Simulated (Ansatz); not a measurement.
GaN:
```xyz
4
Lattice="3.1516 0.0000 0.0000 -1.5758 2.7294 0.0000 0.0000 0.0000 5.1382" Properties=species:S:1:pos:R:3 pbc="T T T"
Ga     1.5758     0.9098     2.5655
Ga     0.0000     1.8196     5.1346
N      1.5758     0.9098     4.4995
N      0.0000     1.8196     1.9304
```

Tensor components refer to the Cartesian frame of this cell.

Question: Give the high-frequency dielectric tensor and the Born effective charge tensors of the independent atoms from DFPT, LDA in the plane-wave PAW code Ansatz.

Answer: 
ε∞:
```
5.62  0.00  0.00
0.00  5.62  0.00
0.00  0.00  5.85
```
Z* of atom 1 (Ga), rows: field, columns: displacement, in e:
```
2.59  0.00  0.00
0.00  2.59  0.00
0.00  0.00  2.73
```
Z* of atom 3 (N), rows: field, columns: displacement, in e:
```
-2.59   0.00   0.00
 0.00  -2.59   0.00
 0.00   0.00  -2.73
```

Space group P6_3mc (wurtzite). The cell was relaxed with LDA under the symmetry of its start. Scalar-relativistic: spin–orbit coupling is off unless named, which matters more the heavier the elements.

Potentials: the earlier of the program's two PAW sets. The files were generated under PBE; for other functionals the program regenerates the frozen cores, and for LDA and PBEsol the local potential too.
